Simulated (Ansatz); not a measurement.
CdSe (wurtzite)

```
CELL_PARAMETERS angstrom
      4.38272     0.00000     0.00000
     -2.19136     3.79554     0.00000
      0.00000     0.00000     7.15447
ATOMIC_POSITIONS crystal
  Cd 0.66667 0.33333 0.00047
  Cd 0.33333 0.66667 0.50047
  Se 0.66667 0.33333 0.62473
  Se 0.33333 0.66667 0.12473
```

In each cell atom 4 (Se, nearest neighbour Cd at 2.682 Å; its periodic images, 4.4 Å or more away, move with it) moves by s·(0.577, 0.577, 0.577) (along Cartesian [111]), the rest being held.

Level of theory: PBE (plane waves to 420 eV, PAW, scalar-relativistic; Ansatz, a first-principles code). k mesh 7×7×4 (Γ-centred), Fermi-Dirac smearing 0.05 eV. E stands for the smeared free energy. Left out: 1 of 11 points, with atoms too close for the PAW data. CdSe was relaxed with its symmetry unable to fall. ΔE is measured from the undisplaced structure.

Successive frames, forces in eV/Å:

| frame | ΔE (meV/cell) | F on Cd1 | F on Cd2 | F on Se3 | F on Se4 |
|---|---|---|---|---|---|
| s = -0.320 Å | 340 | (-1.715, -1.117, -0.466) | (-0.047, -0.046, -0.323) | (-0.083, -0.067, -0.392) | (1.845, 1.230, 1.182) |
| s = -0.160 Å | 73 | (-0.575, -0.449, -0.156) | (-0.020, -0.020, -0.212) | (-0.038, -0.034, -0.193) | (0.633, 0.503, 0.561) |
| s = 0.000 Å | 0 | (0.000, 0.000, -0.001) | (0.000, 0.000, -0.001) | (0.000, 0.000, 0.001) | (0.000, 0.000, 0.001) |
| s = 0.160 Å | 58 | (0.230, 0.321, 0.050) | (-0.003, -0.002, 0.328) | (0.033, 0.036, 0.191) | (-0.259, -0.355, -0.569) |

### Question
What are the energy and the forces in the next frame, s = 0.320 Å?

### Answer
ΔE (meV/cell) = 209.

```
atom      Fx      Fy      Fz
----  ------  ------  ------
Cd1    0.251   0.558   0.036
Cd2   -0.051  -0.044   0.779
Se3    0.060   0.075   0.376
Se4   -0.260  -0.589  -1.191
```

(A displaced cell: forces are minus the slopes of the energy, force constants its curvatures, and phonons follow from these.)
